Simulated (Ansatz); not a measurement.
Data:

TiN (rock salt)

```
CELL_PARAMETERS angstrom
      0.00000     4.24692     4.24692
      2.12346     0.00000     2.12346
      2.12346     2.12346     0.00000
ATOMIC_POSITIONS crystal
  N  0.00000 0.00000 0.00000
  N  0.50000 0.00000 0.00000
  Ti 0.25000 0.50000 0.50000
  Ti 0.75000 0.50000 0.50000
```

Scan: atom 4 (Ti, nearest neighbour N at 2.123 Å; its periodic images, 3.0 Å or more away, move with it) is displaced along Cartesian z, direction (0.000, 0.000, 1.000) in Cartesian axes, by s. The other atoms stay.

These are PBE (plane waves to 420 eV, PAW, scalar-relativistic; Ansatz, a first-principles code) values and carry that method's errors. k mesh 15×15×15 (Γ-centred), Fermi-Dirac smearing 0.05 eV. E stands for the smeared free energy. Left out: 4 of 11 points, with atoms too close for the PAW data. With partly filled bands, energies and forces of such displacements shift with the k mesh and the smearing. TiN is run without spin polarisation. TiN was relaxed with its symmetry unable to fall. ΔE is measured from the undisplaced structure.

The scan covers s from -0.384 to 0.384 Å in 7 points.

**Question.** Is this a single well or a double well?

**Answer.** A single well with its minimum at or next to zero displacement.

**Question.** Is the energy the same for equal positive and negative displacements?

**Answer.** Even: the same for both signs. With its periodic images moving along, the atom's site symmetry in this cell is -3m.

**Question.** What is the energy change at s = 0.384 Å?

**Answer.** 1006 meV/cell.

**Question.** What force acts on the atom along the line at s = -0.384 Å?

**Answer.** 6.87 eV/Å.

**Question.** What is the force constant k = d²E/ds² of this move at s = 0?

**Answer.** 9.09 eV/Å².

(A displaced cell: forces are minus the slopes of the energy, force constants its curvatures, and phonons follow from these.)
